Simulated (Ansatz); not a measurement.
Question: Name crystals whose computed values (LDA (plane waves, PAW; program Ansatz)) fall in these windows: highest Γ mode, no LO–TO term (cm⁻¹) 800 to 1100; ε∞ 5.6 to 7.4; ε0 21 to 27.

Answer: 

| crystal | highest Γ mode, no LO–TO term (cm⁻¹) | ε∞ | ε0 |
|---|---|---|---|
| V2O5, Pmmn (V on 4e, O on 2a, O on 4e, O on 4e) | 994 | 6.35 | 22.9 |
| TiNF, I4_1md (Ti on 4a, N on 4a, F on 4a) | 841 | 6.72 | 21.7 |
Others may fit too.

Standing as an ambient phase not checked: V2O5, Pmmn (V on 4e, O on 2a, O on 4e, O on 4e); TiNF, I4_1md (Ti on 4a, N on 4a, F on 4a). All cells were relaxed under the symmetry of their starts (and spin orders); stability against distortions was not tested throughout. Rows with no word on spin ran without spin polarisation.

Potentials: the later of the program's two PAW sets.
